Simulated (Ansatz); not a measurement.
A scan (energy against volume; even scaling of the relaxed cell, symmetry kept) gave these values. Computed with PBEsol (plane waves to 420 eV, PAW, scalar-relativistic; Ansatz, an electronic-structure program).

The bulk modulus at fixed cell shape B₀ (third-order Birch-Murnaghan fit) is 80.8 GPa and the pressure derivative B₀′ (fit) is 5.2. The equilibrium volume of the fit is 23.04 Å³/atom.

Task: Of these crystals, all scanned alike, which one is it?
A. VO₂ (rutile)
B. SnP₃ (space group R-3m)
C. YHg₂ (space group P6/mmm)
D. WC (WC type, space group P-6m2)

Result: C, YHg₂ (space group P6/mmm). The others have, for the bulk modulus at fixed cell shape: VO2 246 GPa, SnP3 54.1 GPa, WC 409 GPa

All were relaxed with their symmetry unable to fall. Relaxed VO2 ends ferromagnetic. Spin-orbit coupling is left out. This is a high-temperature form of VO2. VO2 is run spin-polarised and with no Hubbard U. WC is run without spin polarisation. YHg2 is run without spin polarisation. Other magnetic orders were not checked, so this need not be the ground state. (This holds for the magnetic or f-shell members.) With the shape held, the modulus is that of even scaling; a crystal free to change shape is softer.

(A scan under strain: stresses follow from slopes of the energy per volume, elastic moduli from its curvatures.)
